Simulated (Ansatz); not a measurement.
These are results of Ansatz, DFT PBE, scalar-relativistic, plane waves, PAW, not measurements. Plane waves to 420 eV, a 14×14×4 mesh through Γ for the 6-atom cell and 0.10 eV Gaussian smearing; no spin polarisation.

The zero of energy is the elements' standard structures at the same level (O₂ as a molecule); no fitted shifts are applied.

Question: Propose a candidate for a tetragonal metal made of Al and O, with a formation energy near −1.03 eV/atom and about 17 Å³ per atom, in a cell of 6 atoms. Its symmetry should be P4/mmm (No. 123).

Answer: Al2O, space group P4/mmm (No. 123). Al on a site of symmetry 4mm has 4 O at 1.97 Å, 4 Al at 2.64 Å and 4 Al at 2.96 Å; around Al on a site of symmetry 4/mmm lie 4 Al at 2.64 Å; Al on a second site of symmetry 4/mmm is surrounded by 4 Al at 2.64 Å, 2 O at 2.93 Å and 8 Al at 2.96 Å; around O lie 4 Al at 1.97 Å, 4 O at 2.64 Å and 1 Al at 2.93 Å.

```cif
data_structure
_symmetry_space_group_name_H-M 'P 1'
_symmetry_Int_Tables_number 1
_cell_length_a 2.6373
_cell_length_b 2.6373
_cell_length_c 14.3611
_cell_angle_alpha 90.000
_cell_angle_beta 90.000
_cell_angle_gamma 90.000
_cell_volume 99.88
loop_
_atom_site_label
_atom_site_type_symbol
_atom_site_fract_x
_atom_site_fract_y
_atom_site_fract_z
_atom_site_occupancy
Al1 Al 0.00000 0.00000 0.83994 1
Al2 Al 0.00000 0.00000 0.16006 1
Al3 Al 0.00000 0.00000 0.50000 1
Al4 Al 0.50000 0.50000 0.00000 1
O1 O 0.50000 0.50000 0.20391 1
O2 O 0.50000 0.50000 0.79609 1
```

The volume per atom is 16.6 Å³. The density is 2.3 g/cm³, the formation energy is −1.03 eV/atom and the gap on the 14×14×4 mesh of the 6-atom cell is 0 eV (a metal).

It was reached by relaxing an invented guess, and it needn't be the stable form of this composition. Other answers may fit too; this one was computed.

Weakly bound directions are ill-defined at this level, which has no dispersion term. Symmetry constrained the relaxation, so the result can be a saddle point.
